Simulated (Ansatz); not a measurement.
NaCl (rock salt)

```yaml
crystal:
  lattice:
    - [0.00000, 5.69553, 5.69553]
    - [2.84776, 0.00000, 2.84776]
    - [2.84776, 2.84776, 0.00000]
  atoms:
    - { symbol: Cl, position: [0.00000, 0.00000, 0.00000] }
    - { symbol: Cl, position: [0.50000, 0.00000, 0.00000] }
    - { symbol: Na, position: [0.25000, 0.50000, 0.50000] }
    - { symbol: Na, position: [0.75000, 0.50000, 0.50000] }
```

The atoms are displaced by Q × the pattern below (from a DFPT mode at L = (0.5, 0.0, 0.0), largest move 1; Q in Å), at fixed cell. It is one choice among 2 degenerate patterns. (q is in reciprocal vectors of the primitive cell; the cell shown is doubled to hold the pattern.)

| atom | x | y | z |
|---|---|---|---|
| Na3 | 0.285 | -0.520 | 0.805 |
| Na4 | -0.285 | 0.520 | -0.805 |

Atoms not listed stay in place.

Calculation: PBE (plane waves to 420 eV, PAW, scalar-relativistic; Ansatz, a quantum-chemistry and plane-wave program). k mesh 5×10×10 (Γ-centred), Fermi-Dirac smearing 0.05 eV. The energy includes the smearing's −TS. NaCl was relaxed with its symmetry unable to fall. The zero of ΔE is the undisplaced structure.

```
Q (Å)    ΔE (meV/cell)
-------  -------------
-0.1000       withheld
-0.0833            9.3
-0.0667            5.9
-0.0500            3.3
-0.0333            1.5
-0.0167            0.4
0.0000             0.0
0.0167             0.4
0.0333             1.5
0.0500             3.3
0.0667             5.9
0.0833             9.3
0.1000        withheld
```

**Question.** Fit an even polynomial form (powers 2, 4) to the given rows and predict ΔE at Q = 0.1000.

**Answer.** Least squares on the 11 given rows: ΔE = (1315)·Q² + (3517)·Q⁴, in meV/cell with Q in Å; root-mean-square residual 0.02 meV/cell. At 0.1000 the fit gives 13.5 meV/cell; the calculation gives 13.4 meV/cell, so the extrapolation is off by 0.1 (+0.7 %). The quadratic term alone would give 13.2 meV/cell.

(For displaced atoms, the force is minus the slope of the energy, and its curvature is a force constant, which sets phonon frequencies.)
